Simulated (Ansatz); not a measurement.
Input file for Ansatz (a first-principles code):

Ansatz 0.2 input:
```yaml
crystal:
  lattice:
    - [4.2523435342, 0.0, 0.0]
    - [0.0, 4.2523435342, 0.0]
    - [0.0, 0.0, 11.9314475132]
  atoms:
    - { symbol: Zn, position: [0.5, 0.0, 0.8977850109] }
    - { symbol: S, position: [0.0, 0.0, 0.0] }
    - { symbol: Zn, position: [0.0, 0.5, 0.1022149891] }
    - { symbol: Te, position: [0.5, 0.5, 0.2346440523] }
    - { symbol: Zn, position: [0.5, 0.0, 0.3669858277] }
    - { symbol: Te, position: [0.0, 0.0, 0.5] }
    - { symbol: Zn, position: [0.0, 0.5, 0.6330141723] }
    - { symbol: Te, position: [0.5, 0.5, 0.7653559477] }
kpoints:
  mp_grid: { grid: [5, 5, 2] }
  band_path:
    path:
      - [[0.0, 0.0, 0.0], [0.0, 0.5, 0.0], [0.5, 0.5, 0.0], [0.0, 0.0, 0.0], [0.0, 0.0, 0.5], [0.0, 0.5, 0.5], [0.5, 0.5, 0.5], [0.0, 0.0, 0.5]]  # Γ-X-M-Γ-Z-R-A-Z
      - [[0.0, 0.5, 0.0], [0.0, 0.5, 0.5]]  # X-R
      - [[0.5, 0.5, 0.0], [0.5, 0.5, 0.5]]  # M-A
      - [VBM, CBM]
    npoints: 8
basis: { xc_grid: 2 }
hamiltonian:
  xc: pbe
  pseudopotentials: { azcp: { folder: ./paw }, kind: paw_fr }
magnetization: { noncollinear: true, spin_orbit: true }
scf:
  n_extra_bands: 16
  convergence: { dr2_threshold: 0.0000000001 }
  occupations: { method: gaussian, width: 0.01 }
checkpoint: { write: soc.run }
output: { eigenvalues: true }
```

Output (shortened):

```
Pseudopotential: Zn, paw, valence charge 12
Pseudopotential: S, paw, valence charge 6
Pseudopotential: Te, paw, valence charge 16
Functional definition: PBE
non-collinear run that drives no moment, with spin-orbit …
Crystal: 8 atoms, lattice volume = 215.750 Å³
Basis set: ecut = 420 eV, 4199 PW (Γ), exchange–correlation on 60×60×160 points (8 copies of the dense FFT grid, shifted against one another)
Bands: 118, of which v1, the nominal top of the filled ones, is band 102 counted from 1 (101 counted from 0)
Symmetry: 8 space group operations + 8 with time reversal
k-points: 12 of 50
Projection manifold: j_resolved (fully-relativistic pseudo-atomic orbitals)
SCF iter   1: F=—  HF=-35131.232020 eV  |F-HF|=—  |Δ(HF+E_count)|=         —  Δρ=2.99e-2  dr2=2.57e0  dr2_m=0.00e0 (ungated)  ethr=3.10e-3  |M|=0.00e0 ∫|m|=0.00e0 μB  |m|>n=0.0e0 m-floor=0.0e0 τ_xc=0.0e0  β_m=0.30  ⟨swp⟩=9.7  Hψ=8000  notcnv=0  defer=22
preconditioner: auto → Resta (q_TF=auto, 2.408 Å⁻¹)
spin=Noncollinear: Resta preconditioning applied to the charge; magnetization (m_x, m_y, m_z) channels mix plain (no charge-response kernel on spin).
SCF iter   2: F=—  HF=-35130.982247 eV  |F-HF|=—  |Δ(HF+E_count)|=   2.50e-1  Δρ=1.83e-2  dr2=1.11e0  dr2_m=0.00e0 (ungated)  ethr=2.52e-3  |M|=0.00e0 ∫|m|=0.00e0 μB  |m|>n=0.0e0 m-floor=0.0e0 τ_xc=0.0e0  β_m=0.53  ⟨swp⟩=2.1  Hψ=1700  notcnv=0  defer=106
SCF iter   3: F=—  HF=-35130.853150 eV  |F-HF|=—  |Δ(HF+E_count)|=   1.29e-1  Δρ=8.76e-3  dr2=1.20e-1  dr2_m=0.00e0 (ungated)  ethr=1.09e-3  |M|=0.00e0 ∫|m|=0.00e0 μB  |m|>n=0.0e0 m-floor=0.0e0 τ_xc=0.0e0  β_m=0.50  ⟨swp⟩=3.6  Hψ=1852  notcnv=0  defer=106
SCF iter   4: F=—  HF=-35130.831901 eV  |F-HF|=—  |Δ(HF+E_count)|=   2.12e-2  Δρ=2.86e-3  dr2=2.36e-2  dr2_m=0.00e0 (ungated)  ethr=1.18e-4  |M|=0.00e0 ∫|m|=0.00e0 μB  |m|>n=0.0e0 m-floor=0.0e0 τ_xc=0.0e0  β_m=0.70  ⟨swp⟩=3.0  Hψ=2531  notcnv=0  defer=110
SCF iter   5: F=—  HF=-35130.834586 eV  |F-HF|=—  |Δ(HF+E_count)|=   2.69e-3  Δρ=6.53e-4  dr2=1.51e-3  dr2_m=0.00e0 (ungated)  ethr=2.31e-5  |M|=0.00e0 ∫|m|=0.00e0 μB  |m|>n=0.0e0 m-floor=0.0e0 τ_xc=0.0e0  β_m=0.82  ⟨swp⟩=2.9  Hψ=2323  notcnv=0  defer=110
SCF iter   6: F=—  HF=-35130.836049 eV  |F-HF|=—  |Δ(HF+E_count)|=   1.46e-3  Δρ=3.25e-4  dr2=2.32e-4  dr2_m=0.00e0 (ungated)  ethr=1.48e-6  |M|=0.00e0 ∫|m|=0.00e0 μB  |m|>n=0.0e0 m-floor=0.0e0 τ_xc=0.0e0  β_m=0.91  ⟨swp⟩=2.0  Hψ=2252  notcnv=0  defer=110
SCF iter   7: F=—  HF=-35130.836410 eV  |F-HF|=—  |Δ(HF+E_count)|=   3.62e-4  Δρ=3.86e-4  dr2=1.76e-4  dr2_m=0.00e0 (ungated)  ethr=2.27e-7  |M|=0.00e0 ∫|m|=0.00e0 μB  |m|>n=0.0e0 m-floor=0.0e0 τ_xc=0.0e0  β_m=0.71  ⟨swp⟩=2.0  Hψ=2248  notcnv=0  defer=110
SCF iter   8: F=—  HF=-35130.836355 eV  |F-HF|=—  |Δ(HF+E_count)|=   5.54e-5  Δρ=5.65e-5  dr2=7.03e-6  dr2_m=0.00e0 (ungated)  ethr=1.73e-7  |M|=0.00e0 ∫|m|=0.00e0 μB  |m|>n=0.0e0 m-floor=0.0e0 τ_xc=0.0e0  β_m=0.73  ⟨swp⟩=2.0  Hψ=2072  notcnv=0  defer=110
SCF iter  14: F=-35130.836341 eV  HF=-35130.836341 eV  |F-HF|=1.46e-11  |Δ(HF+E_count)|=  1.75e-10  Δρ=1.44e-7  dr2=3.52e-11  dr2_m=0.00e0 (ungated)  ethr=1.00e-12  |M|=0.00e0 ∫|m|=0.00e0 μB  |m|>n=0.0e0 m-floor=0.0e0 τ_xc=0.0e0  ⟨swp⟩=13.9  Hψ=6040  notcnv=0
SCF 1 converged in 14 iterations: F = -35130.836341 eV  dr2 = 3.52e-11
NSCF: frozen V_eff on 40 k-points
NSCF: frozen V_eff on 40 k-points
NSCF: frozen V_eff on 40 k-points
NSCF: frozen V_eff on 15 k-points
NSCF: frozen V_eff on 6 k-points
NSCF: frozen V_eff on 5 k-points
NSCF: frozen V_eff on 5 k-points
NSCF: frozen V_eff on 5 k-points
NSCF: frozen V_eff on 5 k-points
NSCF: frozen V_eff on 5 k-points
NSCF: frozen V_eff on 84 k-points
SCF converged after 14 iterations
Magnetization: |M| = 0.0000 μB,  M = (+0.0000, +0.0000, +0.0000) μB
Absolute magnetization: 0.0000 μB (∫|m|)
  site 0: m = (+0.0000, +0.0000, +0.0000) μB, |m| = 0.0000 μB  (R = 1.01 Å)
  site 1: m = (+0.0000, +0.0000, +0.0000) μB, |m| = 0.0000 μB  (R = 1.01 Å)
  site 2: m = (+0.0000, +0.0000, +0.0000) μB, |m| = 0.0000 μB  (R = 1.01 Å)
  site 3: m = (+0.0000, +0.0000, +0.0000) μB, |m| = 0.0000 μB  (R = 1.09 Å)
  site 4: m = (+0.0000, +0.0000, +0.0000) μB, |m| = 0.0000 μB  (R = 1.09 Å)
  site 5: m = (+0.0000, +0.0000, +0.0000) μB, |m| = 0.0000 μB  (R = 1.09 Å)
  site 6: m = (+0.0000, +0.0000, +0.0000) μB, |m| = 0.0000 μB  (R = 1.09 Å)
  site 7: m = (+0.0000, +0.0000, +0.0000) μB, |m| = 0.0000 μB  (R = 1.09 Å)
Free energy (F): -35130.836341 eV
Harris-Foulkes:  -35130.836341 eV  (|F-HF|=1.46e-11)
Internal energy: -35130.836341 eV  (E = F + TS)
E sigma→0 (E₀):  -35130.836341 eV
Fermi energy:    7.097920 eV
--- Per-component energies (eV) ---
  E_band       = -835.886042
  E_kinetic    = 1207.740840
  E_local      = -14207.848518  (includes V_loc(G=0)·N_el)
  E_nonlocal   = 3518.871657
  E_hartree    = 6063.006891
  E_xc         = -765.458201
  E_vxc        = -586.699620  (∫ρ·V_xc dr)
  E_paw        = -22231.839092  (= ΣΔE_a)
  E_vpaw       = -2893.963864  (= ΣTr[D̂ρ^β])
  E_aug_tail   = -0.000783  (compensation charges beyond the density's cutoff)
  E_ewald      = -8715.309135
  E_smearing   =  0.000000  (= −TS)
  E_closure    = 0.000000  (closes the sum)
  Σ components = -35130.836341   (vs F -35130.836341, Δ=0.00e0)
  [band-id]    e_kinetic+e_local+e_nonlocal+2·e_hartree+e_vxc+e_vpaw+e_augmentation_tail = -835.886507   (vs E_band -835.886042, Δ=-4.65e-4)
--- Band table (eV; the first three rows and the last of 12) ---
  k-point 0: bands = ["-30.4505", "-30.4505", "-30.4406", "-30.4406", "-30.4263", "-30.4263", "-30.4263", "-30.4263", "-30.4130", "-30.4130", "-30.4130", "-30.4130", "-28.9862", "-28.9862", "-28.9860", "-28.9860", "-28.9734", "-28.9734", "-28.9631", …
  k-point 1: bands = ["-30.4505", "-30.4505", "-30.4406", "-30.4406", "-30.4263", "-30.4263", "-30.4262", "-30.4262", "-30.4130", "-30.4130", "-30.4130", "-30.4130", "-28.9862", "-28.9862", "-28.9860", "-28.9860", "-28.9734", "-28.9734", "-28.9631", …
  k-point 2: bands = ["-30.4505", "-30.4505", "-30.4405", "-30.4405", "-30.4263", "-30.4262", "-30.4262", "-30.4262", "-30.4129", "-30.4129", "-30.4129", "-30.4128", "-28.9862", "-28.9861", "-28.9859", "-28.9859", "-28.9733", "-28.9733", "-28.9631", …
  k-point 11: bands = ["-30.4505", "-30.4505", "-30.4400", "-30.4400", "-30.4262", "-30.4262", "-30.4262", "-30.4262", "-30.4124", "-30.4124", "-30.4124", "-30.4124", "-28.9862", "-28.9861", "-28.9856", "-28.9856", "-28.9727", "-28.9727", "-28.9629", …
```

Cost: roughly 25 core-minutes on shared cores.

Space group P-4m2. The start of the workflow was typed in or built on a structure type; neither database checked (COD, Materials Project) lists it. Its standing as an ambient phase is unchecked. The cell was relaxed with PBE under the symmetry of its start; whether a distortion lowers the energy is not shown.

Potentials: the earlier of the program's two PAW sets.

Ansatz is a plane-wave DFT program.
